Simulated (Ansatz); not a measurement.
A distorted cell of CsPbBr3 (cubic perovskite):

```yaml
crystal:
  lattice:
    - [6.00277, 0.00000, 0.00000]
    - [0.00000, 6.00277, 0.00000]
    - [0.00000, 0.00000, 6.00277]
  atoms:
    - { symbol: Cs, position: [0.00000, 0.00000, 0.00000] }
    - { symbol: Pb, position: [0.50000, 0.50000, 0.50000] }
    - { symbol: Br, position: [0.00000, 0.50000, 0.50000] }
    - { symbol: Br, position: [0.41754, 0.41754, 0.00000] }
    - { symbol: Br, position: [0.50000, 0.00000, 0.50000] }
```

Computed with PBE (plane waves to 420 eV, PAW, scalar-relativistic; Ansatz, a first-principles code). k mesh 5×5×5 (Γ-centred), Fermi-Dirac smearing 0.05 eV. E stands for the smeared free energy. Compression counts positive. CsPbBr3 was relaxed with its symmetry unable to fall. Spin-orbit coupling is left out, though Pb is heavy. The PAW data are Ansatz's earlier set. This is a high-temperature form of CsPbBr3.

Q: What forces act on the atoms (eV/Å, Cartesian)?

A: 
```csv
atom,Fx,Fy,Fz
Cs1,-0.064,-0.064,0.000
Pb2,-0.107,-0.107,0.000
Br3,-0.125,0.038,0.000
Br4,0.259,0.259,0.000
Br5,0.038,-0.125,0.000
```

Q: What is the stress tensor (GPa)?

A: 
```
   0.19     0.11     0.00
   0.11     0.19     0.00
   0.00     0.00    -0.55
```
The pressure, a third of the trace, is -0.06 GPa.

Q: In it atom 4 sits (-0.495, -0.495, 0.000) Å away from its relaxed site. What is its energy relative to the relaxed cell?

A: 86 meV/cell.

(For displaced atoms, the force is minus the slope of the energy, and its curvature is a force constant, which sets phonon frequencies.)
